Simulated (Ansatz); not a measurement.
Pd (fcc, Cu type)

```yaml
crystal:
  lattice:
    - [0.00000, 1.95417, 1.95417]
    - [1.95417, 0.00000, 1.95417]
    - [1.95417, 1.95417, 0.00000]
  atoms:
    - { symbol: Pd, position: [0.00000, 0.00000, 0.00000] }
```

The slice is a {110} plane (indices of the conventional cell) through the point (0.000, 0.000, 0.000) (fractional), spanned by u = [100] and v = [1 -1 -1] in vectors of this cell: u (2.76 Å) and v (3.91 Å, at 90° to u). It covers one period; positions are fractions (u, v).

Method: r2SCAN (plane waves to 500 eV, PAW, scalar-relativistic; Ansatz, a quantum-chemistry and plane-wave program). k mesh 20×20×20. These are valence fields of a PAW run, semicore shells included where kept as valence: close to a nucleus they are smooth pseudo fields. Pd is run without spin polarisation. Pd was relaxed with its symmetry unable to fall.

Problem. What is the valence density on the shortest Pd–Pd line in this plane (2.76 Å), at its midpoint?

Solution. 0.29 e/Å³.

Problem. What is the ELF at the midpoint of the shortest Pd–Pd line in this plane (2.76 Å)?

Solution. 0.2.

Problem. Predict the map of the valence electron density on the slice.

Solution. 
```
v \ u  0.00  0.13  0.26  0.39  0.52  0.65  0.78  0.91
-----  ----  ----  ----  ----  ----  ----  ----  ----
0.88    0.9   0.7   0.1  -0.5  -0.6  -0.3   0.4   0.9
0.75   -0.1  -0.3  -0.5  -0.7  -0.7  -0.6  -0.4  -0.2
0.62   -0.8  -0.8  -0.7  -0.6  -0.6  -0.7  -0.7  -0.8
0.50   -0.9  -0.9  -0.7  -0.6  -0.5  -0.6  -0.8  -0.9
0.38   -0.8  -0.8  -0.7  -0.6  -0.6  -0.7  -0.7  -0.8
0.25   -0.1  -0.3  -0.5  -0.7  -0.7  -0.6  -0.4  -0.2
0.12    0.9   0.7   0.1  -0.5  -0.6  -0.3   0.4   0.9
0.00    1.1   1.0   0.5  -0.3  -0.5  -0.1   0.8   1.1
```

Values: log₁₀ of the valence density in e/Å³. The scale is logarithmic, as a density can span decades between atoms and voids.
